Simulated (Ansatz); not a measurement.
CdS (wurtzite)

```yaml
crystal:
  lattice:
    - [4.16356, 0.00000, 0.00000]
    - [-2.08178, 3.60575, 0.00000]
    - [0.00000, 0.00000, 6.76722]
  atoms:
    - { symbol: Cd, position: [0.66667, 0.33333, 0.00099] }
    - { symbol: Cd, position: [0.33333, 0.66667, 0.50099] }
    - { symbol: S, position: [0.66667, 0.33333, 0.62421] }
    - { symbol: S, position: [0.33333, 0.66667, 0.12421] }
```

The slice is a (0001) plane (indices of the conventional cell) through the point (0.333, 0.667, 0.124) (fractional), spanned by u = [110] and v = [1 -1 0] in vectors of this cell: u (4.16 Å) and v (7.21 Å, at 90° to u). It covers one period; positions are fractions (u, v).

Calculation: r2SCAN (plane waves to 500 eV, PAW, scalar-relativistic; Ansatz, an electronic-structure program). k mesh 9×9×5. Inside the PAW spheres the values are not all-electron values, and peaks at nuclei hang on which shells count as valence. CdS was relaxed with its symmetry unable to fall.

Problem. Predict the map of the electrostatic potential energy of an electron, from the cell's mean on the slice.

Solution. 
```
|xxxx.++---++.xxx|
|xxxx-=.   .=-xxx|
|xxx:=: xxx :=:xx|
|.:=+= xxxxx =+=:|
|###*= xxxxx =*##|
|@@%#+. xxx .+#%@|
|@@@%*-     -*%@@|
|@@@%#*=:.:=*#%@@|
|@@@@%#+===+#%@@@|
|@@@@%*=. .=*%@@@|
|@@@@#-xxxxx-#@@@|
|@@@%+xxxxxxx+%@@|
|%%%#:xxxxxxx:#%%|
|**#*.xxxxxxx.*#*|
|--++.xxxxxxx.++-|
|  .=-xxxxxxx-=. |
|xx :=:xxxxx:=: x|
|xxx =+=:.:=+= xx|
|xxx =*#####*= xx|
|xx .+#%@@@%#+. x|
|   -*%@@@@@%*-  |
|.:=*#%@@@@@%#*=:|
|==+#%@@@@@@@%#+=|
| .=*%@@@@@@@%*=.|
|xxx-#@@@@@@@#-xx|
|xxxx+%@@@@@%+xxx|
|xxxx:#%%%%%#:xxx|
|xxxx.*#***#*.xxx|
```
Scale: ten equal steps from -2.00 (start of ' ') to 6.26 (end of '@'), in the order ' .:-=+*#%@'. Values: electrostatic potential energy of an electron, from the cell's mean, in eV. The map has 16 points along u (one character each, u = 0 at the left) and 28 along v (v = 0 in the bottom row). Points within 1 Å of a nucleus are blanked (x), as the pseudised field means little there. Values under -2 eV are set to -2. The zero, the cell's mean, hangs on the PAW cores.
